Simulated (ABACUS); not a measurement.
Band structure of Al2Cu (I4/mcm, 6 atoms in the cell; from Materials Project mp-998).

```xyz
6
Lattice="-2.9989 2.9989 2.3927 2.9989 -2.9989 2.3927 2.9989 2.9989 -2.3927" Properties=species:S:1:pos:R:3 pbc="T T T"
Al     0.9513     2.0476     2.3927
Al     2.0476     0.9513     0.0000
Al     0.9513     3.9502     0.0000
Al     2.0476    -0.9513     2.3927
Cu     0.0000     0.0000     1.1964
Cu     0.0000     0.0000     3.5891
```

Level of theory: PBE, PseudoDojo 0.5 standard norm-conserving PBE (tails mended) pseudopotentials (plane waves; ABACUS).

Settings: KPT = Gamma 5 5 5 0 0 0; basis_type = pw; ecutwfc = 92 Ry; smearing_method = fd; smearing_sigma = 0.00734986 Ry; potentials = PseudoDojo 0.5 standard norm-conserving PBE (tails mended); symmetry = 1; nbands = 31; ks_solver = dav_subspace; scf_nmax = 100; scf_thr = 1.0e-09 Ry; mixing_type = broyden.

The structure comes from a collection of computed structures, made at another level of theory; the collection holds predicted forms beside known ones. No clean gap shows at this smearing width and mesh (spacing up to 0.34 Å⁻¹); the mesh is coarse for partly filled bands, so the values carry mesh errors.

Points are given in units of this cell's reciprocal vectors. Levels in eV from the Fermi level, bands 21 to 28:
```tsv
point	21	22	23	24	25	26	27	28
Γ (0 0 0)	-3.03	-2.03	-1.36	-1.19	-1.19	-0.77	-0.13	0.10
X (0 0 0.5)	-2.82	-2.80	-1.54	-1.33	-0.82	-0.52	0.85	1.31
M (-0.5 0.5 0.5)	-3.30	-3.14	-3.14	-1.69	2.67	3.02	3.02	3.47
Z (0.409 0.409 -0.409)	-3.26	-3.18	-3.18	-0.87	1.54	1.80	1.80	2.16
P (0.25 0.25 0.25)	-3.73	-3.73	0.42	0.42	0.79	0.79	1.90	1.90
N (0 0.5 0)	-3.07	-3.07	-2.54	-2.54	0.26	0.26	4.15	4.15
Z1 (-0.409 0.591 0.409)	-3.26	-3.18	-3.18	-0.87	1.54	1.80	1.80	2.16
```

5 bands cross the Fermi level along this path, so the cell has no gap at this level.

The Fermi level comes from the SCF mesh, which can miss band crossings, so its place against them is uncertain.

“Tails mended”: in these copies of the files the far tail of each local potential was reset to the Coulomb form.
